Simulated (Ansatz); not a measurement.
Rb₂LiScF₆:
```cif
data_F6LiRb2Sc
_chemical_formula_sum 'Rb2 Li1 Sc1 F6'
_space_group_name_H-M_alt 'P 1'
_space_group_IT_number 1
_cell_length_a 5.87392
_cell_length_b 5.87392
_cell_length_c 5.87392
_cell_angle_alpha 60.000
_cell_angle_beta 60.000
_cell_angle_gamma 60.000
loop_
_space_group_symop_operation_xyz
  'x, y, z'
loop_
_atom_site_label
_atom_site_type_symbol
_atom_site_fract_x
_atom_site_fract_y
_atom_site_fract_z
_atom_site_occupancy
Rb1 Rb 0.25000 0.25000 0.25000 1
Rb2 Rb 0.75000 0.75000 0.75000 1
Li1 Li 0.50000 0.50000 0.50000 1
Sc1 Sc 0.00000 0.00000 0.00000 1
F1 F 0.24380 0.24380 0.75620 1
F2 F 0.75620 0.75620 0.24380 1
F3 F 0.75620 0.24380 0.24380 1
F4 F 0.24380 0.75620 0.75620 1
F5 F 0.24380 0.75620 0.24380 1
F6 F 0.75620 0.24380 0.75620 1
```

Relaxed with r²SCAN. Independent-particle spectrum: no excitons, no local fields, no scissors shift; 0.1 eV broadening; ε₁ of the summed bands alone.

Q: Tabulate the dielectric function from plane-wave PAW r²SCAN (Ansatz code).

A: 

| E (eV) | ε₁ xx | ε₂ xx |
|---|---|---|
| 0.0 | 2.16 | 0.00 |
| 0.3 | 2.16 | 0.00 |
| 0.6 | 2.16 | 0.00 |
| 0.9 | 2.16 | 0.00 |
| 1.2 | 2.17 | 0.00 |
| 1.5 | 2.17 | 0.00 |
| 1.8 | 2.18 | 0.00 |
| 2.1 | 2.19 | 0.00 |
| 2.4 | 2.20 | 0.00 |
| 2.7 | 2.21 | 0.00 |
| 3.0 | 2.23 | 0.00 |
| 3.3 | 2.25 | 0.00 |
| 3.6 | 2.26 | 0.00 |
| 3.9 | 2.29 | 0.00 |
| 4.2 | 2.31 | 0.00 |
| 4.5 | 2.34 | 0.00 |
| 4.8 | 2.37 | 0.00 |
| 5.1 | 2.41 | 0.00 |
| 5.4 | 2.45 | 0.00 |
| 5.7 | 2.50 | 0.00 |
| 6.0 | 2.57 | 0.00 |
| 6.3 | 2.65 | 0.00 |
| 6.6 | 2.75 | 0.00 |
| 6.9 | 2.88 | 0.00 |
| 7.2 | 3.10 | 0.00 |
| 7.5 | 3.50 | 0.00 |
| 7.8 | 4.62 | 0.79 |
| 8.1 | 3.63 | 3.10 |
| 8.4 | 1.30 | 2.43 |
| 8.7 | 1.65 | 0.30 |
| 9.0 | 2.43 | 0.32 |
| 9.3 | 2.73 | 0.32 |
| 9.6 | 3.23 | 0.36 |
| 9.9 | 4.29 | 1.25 |
| 10.2 | 2.98 | 2.34 |
| 10.5 | 2.58 | 2.06 |
| 10.8 | 2.21 | 2.76 |
| 11.1 | 1.59 | 1.97 |
| 11.4 | 1.80 | 2.11 |
| 11.7 | 1.75 | 1.79 |
| 12.0 | 1.59 | 1.77 |

Q: From ε at 8.5 eV (xx: 0.68 + 1.47i), find n, k, the normal reflectivity and the absorption coefficient.

A: n = 1.07, k = 0.682, R = 10 %, α = 2kE/ħc = 590000 cm⁻¹.

With all bands, ε∞ without local fields is 2.33.

Space group Fm-3m. The first step of the workflow began from a Materials Project structure, measured or hypothetical; the Crystallography Open Database copy checked does not list it. Its standing as an ambient phase is unchecked. The cell was relaxed with r²SCAN under the symmetry of its start; its stability against distortions is not shown here. No spin polarisation was allowed. Scalar-relativistic: spin–orbit coupling is off unless named, which matters more the heavier the elements.

Potentials: the later of the program's two PAW sets.
